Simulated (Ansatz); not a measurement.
Input and command of a calculation in Ansatz (plane waves; scalar-relativistic PAW potentials unless the input names others):

```yaml
crystal:
  lattice:
    - [0.0, 2.0272070345, 2.0272070345]
    - [2.0272070345, 0.0, 2.0272070345]
    - [2.0272070345, 2.0272070345, 0.0]
  atoms:
    - { symbol: Ag, position: [0.0, 0.0, 0.0] }
basis:
  ecutwfc: 420
kpoints:
  mp_grid: { grid: [26, 26, 26] }
hamiltonian:
  xc: pbesol
scf:
  occupations: { method: gaussian, width: 0.15 }
  mixing: { algorithm: anderson, beta: 0.005, ndim: 1 }
  max_iter: 80
output:
  forces: true
  eigenvalues: true
  stress: true
```

```bash
ansatz run input.yaml --threads 1 --pin off --max-ram 2560MiB --backend cpu --events-out ev --progress --plain --runs-dir out
```

Abridged log:
```
Basis set: ecut = 420 eV, 331 PW (Γ), exchange–correlation on 40×40×40 points (8 copies of the dense FFT grid, shifted against one another)
Bands: 14, of which v1, the nominal top of the filled ones, is band 10 counted from 1 (9 counted from 0)
Symmetry: 48 space group operations
k-points: 511 of 17576
SCF iter   1: F=—  HF=-7522.255071 eV  |F-HF|=—  |Δ(HF+E_count)|=         —  Δρ=1.02e-2  dr2=1.59e-2  ethr=1.77e-3  ⟨swp⟩=4.3  Hψ=34663  notcnv=0
SCF iter   2: F=—  HF=-7522.255060 eV  |F-HF|=—  |Δ(HF+E_count)|=   1.09e-5  Δρ=1.02e-2  dr2=1.61e-2  ethr=8.36e-5  ⟨swp⟩=1.0  Hψ=11242  notcnv=0
SCF iter   3: F=—  HF=-7522.254995 eV  |F-HF|=—  |Δ(HF+E_count)|=   6.50e-5  Δρ=1.01e-2  dr2=1.59e-2  ethr=8.36e-5  ⟨swp⟩=1.0  Hψ=6966  notcnv=0
SCF iter   4: F=—  HF=-7522.254924 eV  |F-HF|=—  |Δ(HF+E_count)|=   7.14e-5  Δρ=1.01e-2  dr2=1.56e-2  ethr=8.35e-5  ⟨swp⟩=1.0  Hψ=6966  notcnv=0
SCF iter   5: F=—  HF=-7522.254854 eV  |F-HF|=—  |Δ(HF+E_count)|=   7.03e-5  Δρ=9.98e-3  dr2=1.54e-2  ethr=8.23e-5  ⟨swp⟩=1.0  Hψ=6966  notcnv=0
SCF iter   6: F=—  HF=-7522.254784 eV  |F-HF|=—  |Δ(HF+E_count)|=   6.93e-5  Δρ=9.90e-3  dr2=1.52e-2  ethr=8.10e-5  ⟨swp⟩=1.0  Hψ=6966  notcnv=0
SCF iter   7: F=—  HF=-7522.254716 eV  |F-HF|=—  |Δ(HF+E_count)|=   6.85e-5  Δρ=9.83e-3  dr2=1.49e-2  ethr=7.98e-5  ⟨swp⟩=1.0  Hψ=6966  notcnv=0
SCF iter   8: F=—  HF=-7522.254649 eV  |F-HF|=—  |Δ(HF+E_count)|=   6.70e-5  Δρ=9.75e-3  dr2=1.47e-2  ethr=7.86e-5  ⟨swp⟩=1.0  Hψ=6966  notcnv=0
   ...
SCF iter  29: F=—  HF=-7522.253450 eV  |F-HF|=—  |Δ(HF+E_count)|=   4.88e-5  Δρ=8.27e-3  dr2=1.07e-2  ethr=5.74e-5  ⟨swp⟩=1.0  Hψ=6966  notcnv=0
SCF iter  30: F=—  HF=-7522.253402 eV  |F-HF|=—  |Δ(HF+E_count)|=   4.85e-5  Δρ=8.20e-3  dr2=1.06e-2  ethr=5.65e-5  ⟨swp⟩=1.0  Hψ=6966  notcnv=0
SCF iter  31: F=—  HF=-7522.253354 eV  |F-HF|=—  |Δ(HF+E_count)|=   4.77e-5  Δρ=8.14e-3  dr2=1.04e-2  ethr=5.57e-5  ⟨swp⟩=1.0  Hψ=6966  notcnv=0
SCF iter  32: F=—  HF=-7522.253329 eV  |F-HF|=—  |Δ(HF+E_count)|=   2.53e-5  Δρ=8.07e-3  dr2=1.03e-2  ethr=5.26e-6  ⟨swp⟩=1.8  Hψ=18485  notcnv=0
Mixer restart at iter 32: flushing history
iteration 32: the SCF's residuals had fallen too slowly under its mixing. It goes on by minimising its free energy, and can end on another state than longer mixing would; under `scf.algorithm: density_mixing` no SCF does so, but by `scf.convergence.dm_fallback`
SCF iter  33: F=—  HF=-7522.250841 eV  |F-HF|=—  |Δ(HF+E_count)|=   2.49e-3  Δρ=3.86e-3  dr2=1.67e-3  ethr=5.26e-6  ⟨swp⟩=3.4  Hψ=61146  notcnv=0
SCF iter  34: F=—  HF=-7522.250260 eV  |F-HF|=—  |Δ(HF+E_count)|=   5.81e-4  Δρ=8.58e-5  dr2=4.31e-7  ethr=5.26e-6  ⟨swp⟩=2.6  Hψ=35076  notcnv=0
SCF iter  35: F=-7522.250260 eV  HF=-7522.250260 eV  |F-HF|=2.73e-11  |Δ(HF+E_count)|=   2.08e-7  Δρ=6.43e-7  dr2=1.70e-11  ethr=5.26e-10  ⟨swp⟩=2.1  Hψ=19922  notcnv=0
SCF iter  36: F=-7522.250260 eV  HF=-7522.250260 eV  |F-HF|=2.46e-11  |Δ(HF+E_count)|=  2.73e-12  Δρ=6.44e-7  dr2=1.71e-11  ethr=1.00e-12  ⟨swp⟩=1.0  Hψ=21593  notcnv=0
SCF 1 converged in 36 iterations: F = -7522.250260 eV  dr2 = 1.71e-11
SCF converged after 36 iterations
Free energy (F): -7522.250260 eV
Harris-Foulkes:  -7522.250260 eV  (|F-HF|=2.46e-11)
Internal energy: -7522.248056 eV  (E = F + TS)
E sigma→0 (E₀):  -7522.249158 eV
Entropy (-TS):   -0.002204 eV (-2.204 meV/atom)
Fermi energy:    17.736753 eV
--- Forces (eV/Å), atoms counted from 1 ---
  atom   1  Ag     0.00000000     0.00000000     0.00000000
--- Stress (GPa, compression-positive) ---
       -0.077201       0.000000       0.000000
        0.000000      -0.077201       0.000000
        0.000000       0.000000      -0.077201
  P = ⅓ Tr σ = -0.0772 GPa (-0.772 kbar)
```

One setting here is unusual or wrong in general: mixing far too weak (scf.mixing: not typed → {"algorithm": "anderson", "beta": 0.005, "ndim": 1}). For this cell it did little harm to the result: the run converged in 36 SCF iterations (reference: 6) with an energy at zero smearing within 0.01 meV/atom of the reference's, pressure -0.08 GPa, largest force 0.000 eV/Å, no gap on the mesh. A reference run from the same start on usual settings converged with pressure -0.08 GPa, largest force 0.000 eV/Å, no gap on the mesh.

Time: 22 s on 1 thread of Arm Neoverse V2, with other jobs on the host, peak memory 0.55 GiB.